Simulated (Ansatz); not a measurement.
# Kick test of a cell of SrZr₅O

The structure comes from a proposed guess, relaxed at this level; another structure or a mixture of phases may lie lower.

Theory: Ansatz, DFT PBE, scalar-relativistic, plane waves, PAW. Plane waves to 420 eV, a k mesh through Γ of 8×8×2 on the computed 14-atom cell and Gaussian smearing (0.10 eV); no spin polarisation.

The cell below (14 atoms, space group P4/nmm (No. 129)) is relaxed within its symmetry.

```
CELL_PARAMETERS angstrom
3.77743 0.00000 0.00000
0.00000 3.77743 0.00000
0.00000 0.00000 21.35996
ATOMIC_POSITIONS crystal
Sr 0.00000 0.50000 0.05953
Sr 0.50000 0.00000 0.94047
Zr 0.00000 0.50000 0.53726
Zr 0.50000 0.00000 0.46274
Zr 0.50000 0.00000 0.16521
Zr 0.00000 0.50000 0.83479
Zr 0.00000 0.50000 0.24050
Zr 0.50000 0.00000 0.75950
Zr 0.00000 0.50000 0.68590
Zr 0.50000 0.00000 0.61286
Zr 0.50000 0.00000 0.31410
Zr 0.00000 0.50000 0.38714
O 0.50000 0.00000 0.06282
O 0.00000 0.50000 0.93718
```

For the test it was strained at random (σ = 1.5 % a component), the atoms were moved at random (σ = 0.05 Å), and all was relaxed again on a coarse 6×6×1 mesh (in the run’s order of axes) with 0.20 eV smearing, with no symmetry imposed.

Question: Is the structure stable against such a distortion?

Answer: It returns, within 1 meV/atom of the unmoved cell on that mesh and with the same symmetry when read at 0.1 Å. No instability shows in this cell; modes of other wave vectors, which need another repeat, aren't tested.
